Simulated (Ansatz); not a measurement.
Computed properties of C

C:
```
C
1.0
    9.05290     0.00000     0.00000
    0.00000     2.51597     0.00000
    0.00000     0.00000     4.14083
C
16
Direct
  0.81049   0.25000   0.69986
  0.47938   0.25000   0.90840
  0.69498   0.25000   0.42538
  0.03657   0.25000   0.93137
  0.68951   0.75000   0.19986
  0.02062   0.75000   0.40840
  0.80502   0.75000   0.92538
  0.46343   0.75000   0.43137
  0.18951   0.75000   0.30014
  0.52062   0.75000   0.09160
  0.30502   0.75000   0.57462
  0.96343   0.75000   0.06863
  0.31049   0.25000   0.80014
  0.97938   0.25000   0.59160
  0.19498   0.25000   0.07462
  0.53657   0.25000   0.56863
```

Space group Pnma (No. 62); conventional cell a = 9.053 Å, b = 2.516 Å, c = 4.141 Å, α = 90.00°, β = 90.00°, γ = 90.00°.

Method: r²SCAN in the plane-wave PAW code Ansatz. The cell and atoms are relaxed at this level. Other levels are named where they apply.

**Cell and energy**

- Volume per atom = 5.89 Å³
- Density = 3.38 g/cm³

**Electronic structure**

- Band gap: 4.53 eV (indirect)
- Valence-band maximum: at Γ
- Conduction-band minimum: at U (k = 0.500, 0.000, 0.500 in fractions of the reciprocal vectors)
- Smallest direct gap on the standard path: 5.05 eV
- Hole effective mass: 0.25, 0.74, 1.0 mₑ (principal values)
- HSE06 gap on the r²SCAN cell: 5.56 eV

**Mechanics**

* **Bulk modulus (Birch–Murnaghan fit)**: 415 GPa
* **Pressure derivative B′**: 3.7
* **Elastic constants (relaxed ions, GPa)**: C11 = 924, C22 = 1140, C33 = 1100, C12 = 52.4, C13 = 171, C23 = 82.8, C44 = 553, C55 = 483, C66 = 415
* **Mechanical stability**: stable (all eigenvalues of C positive)
* **Hill bulk and shear moduli**: 417 and 476 GPa
* **Young's modulus**: 1040 GPa
* **Poisson's ratio**: 0.09
* **Debye temperature from the elastic constants**: 2140 K

The start of the workflow was typed in or built on a structure type; neither database checked (COD, Materials Project) lists it. It is not the phase usual at ambient conditions (space group No. 194, 227). The cell was relaxed with r²SCAN under the symmetry of its start; whether a distortion lowers the energy is not shown.

Potentials: the later of the program's two PAW sets.
